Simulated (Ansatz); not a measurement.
Space group Pm-3m (No. 221). a = 4.397 Å, b = 4.397 Å, c = 4.397 Å, α = 90.00°, β = 90.00°, γ = 90.00°
```tsv
atom	site	symmetry	x	y	z
Mg	1a	m-3m	0.0000	0.0000	0.0000
Cd	3c	4/mm.m	0.5000	0.5000	0.0000
```

Equation of state of this MgCd₃ structure (not necessarily the ground state), with shape and atoms relaxed at each volume where symmetry leaves them free. It has no gap at any of these volumes. Computed with Ansatz, DFT r2SCAN, scalar-relativistic, plane waves, PAW.

Settings: cutoff 500 eV, Γ-centred mesh 10×10×10 on the computed 4-atom cell, Gaussian smearing of 0.10 eV; no spin polarisation.

| V (Å³/atom) | E − E(largest V) (meV/atom) | P (GPa) |
| --- | --- | --- |
| 19.978 | 2.93 | 3.85 |
| 20.615 | -8.12 | 1.75 |
| 21.253 | -11.50 | -0.02 |
| 21.891 | -8.45 | -1.49 |
| 22.528 | 0.00 | -2.72 |

**Question.** Fit a third-order Birch–Murnaghan equation to E(V).

**Answer.** V0 = 21.25 Å³/atom, B0 = 54 GPa, B0' = 4.9.

Cost: 5 runs of about 3.1 core-minutes in all, on Arm Neoverse V1 (shared hosts).